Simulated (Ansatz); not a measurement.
Here is the system:

InPd₂:
```cif
data_In4Pd8
_chemical_formula_sum 'In4 Pd8'
_space_group_name_H-M_alt 'P 1'
_space_group_IT_number 1
_cell_length_a 5.66969
_cell_length_b 4.22741
_cell_length_c 8.28821
_cell_angle_alpha 90.000
_cell_angle_beta 90.000
_cell_angle_gamma 90.000
loop_
_space_group_symop_operation_xyz
  'x, y, z'
loop_
_atom_site_label
_atom_site_type_symbol
_atom_site_fract_x
_atom_site_fract_y
_atom_site_fract_z
_atom_site_occupancy
In1 In 0.82298 0.25000 0.60052 1
In2 In 0.17702 0.75000 0.39948 1
In3 In 0.67702 0.75000 0.10052 1
In4 In 0.32298 0.25000 0.89948 1
Pd1 Pd 0.93078 0.25000 0.27029 1
Pd2 Pd 0.06922 0.75000 0.72971 1
Pd3 Pd 0.56922 0.75000 0.77029 1
Pd4 Pd 0.43078 0.25000 0.22971 1
Pd5 Pd 0.65710 0.75000 0.42818 1
Pd6 Pd 0.34290 0.25000 0.57182 1
Pd7 Pd 0.84290 0.25000 0.92818 1
Pd8 Pd 0.15710 0.75000 0.07182 1
```

This is the r²SCAN-relaxed structure.

All from DFT-r²SCAN in the program Ansatz with PAW potentials, unless another level is named. Give the density of states at the Fermi level.

0.42 states/eV per atom (mean over ±0.08 eV).

Predict the formation energy from the elements (no fitted shifts).

-0.57 eV/atom.

Space group Pnma. The first step of the workflow began from a Materials Project structure, measured or hypothetical; the Crystallography Open Database copy checked does not list it. Whether it is the stable phase at ambient conditions was not checked. The r²SCAN relaxation kept the symmetry of its start; its stability against distortions is not shown here. The run is not spin-polarised. The references are the lowest solids computed at this level, not always the standard phases. Spin–orbit coupling is left out wherever it is not named.

Potentials: the earlier of the program's two PAW sets.
